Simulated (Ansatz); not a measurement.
LiAg:
```yaml
crystal:
  lattice:
    - [3.10960, 0.00000, 0.00000]
    - [0.00000, 3.10960, 0.00000]
    - [0.00000, 0.00000, 3.10960]
  atoms:
    - { symbol: Li, position: [0.00000, 0.00000, 0.00000] }
    - { symbol: Ag, position: [0.50000, 0.50000, 0.50000] }
```

Relaxed with PBEsol.

**Question.** Map the electron localisation function on the plane through (0.000, 0.000, 0.000) spanned by u = [1, 0, 0] and v = [0, 1, 1] in lattice vectors, from the program Ansatz at the PBEsol level (PAW).

**Answer.** x is the fraction of u, y of v (the angle between them is 90°; rows are the nearest grid lines); atoms in the plane: Li at (0.00, 0.00), Ag at (0.50, 0.50).
```
|99810012221001899|
|99700012221000799|
|87200022222000278|
|10000122222100001|
|00001222222210000|
|00122222222222100|
|22222222222222222|
|22222233433222222|
|22222345554322222|
|22123456665432122|
|21124567876542112|
|21124568886542112|
|21124567876542112|
|22123456665432122|
|22222345554322222|
|22222233433222222|
|22222222222222222|
|00122222222222100|
|00001222222210000|
|10000122222100001|
|87200022222000278|
|99700012221000799|
|99810012221001899|
```
Scale: ten equal steps from 0.022 (start of '0') to 0.997 (end of '9'), in the order '0123456789'; x runs from 0.000 to 1.00, y from 0.000 (bottom) to 1.00 (top).

The density is the valence pseudo-density with augmentation charge, so density and ELF within about 1 Å of a nucleus are not all-electron values.

Space group Pm-3m (CsCl type). The workflow started from an entry of the Crystallography Open Database (COD). Its standing as an ambient phase is unchecked. The cell was relaxed with PBEsol under the symmetry of its start; its stability against distortions is not shown here. No spin polarisation was allowed.

Potentials: the later of the program's two PAW sets.
